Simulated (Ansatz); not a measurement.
# AlCu: energy along a strain

AlCu, Pm-3m, a = 2.998 Å (as given, not relaxed at this level: -4.9 GPa). The structure is a Materials Project entry; whether it is the stable form wasn't checked. Ansatz: r2SCAN, PAW, 500 eV, Γ-centred 16×16×16 mesh on 2 atoms, Gaussian smearing 0.15 eV; no spin polarisation. Cell vectors (Å): 2.998 0.000 0.000; 0.000 2.998 0.000; 0.000 0.000 2.998. The cell is strained by x per cent times the pattern (0 0 0 0 0 1) in the order xx yy zz yz xz xy (engineering shears), with fractional coordinates held. y is the free energy over the start, V0 = 13.466 Å³/atom. Symmetry makes y even in x.

```tsv
x (%)	y (meV/atom)
-6.00	?
-3.00	1.31
0.00	0.00
1.50	0.30
3.75	2.16
4.50	3.26
5.25	4.66
```

Task: Fit y = c2 x² + c4 x⁴ to the other rows, get the stiffness along the pattern, and predict the missing energy.

Result: Least squares on the rows shown. y = 0.1362 x² + 0.001201 x⁴. The clamped-ion stiffness p·C·p = 2 × 1.362 eV × 160.2 / 13.466 Å³ = 32 GPa, which is C66 in these axes (C44 of the cubic crystal) (second derivative at the start, which stands under stress). With a term in x⁶ added, the coefficient of x² becomes 0.1306, 4 % less, which shows how far this figure hangs on the form. At x = -6.00 the fit asked for gives 6.46 meV/atom. The run gave 6.37 meV/atom, so the fit is 0.09 meV/atom too high, a small miss on the scale of the series.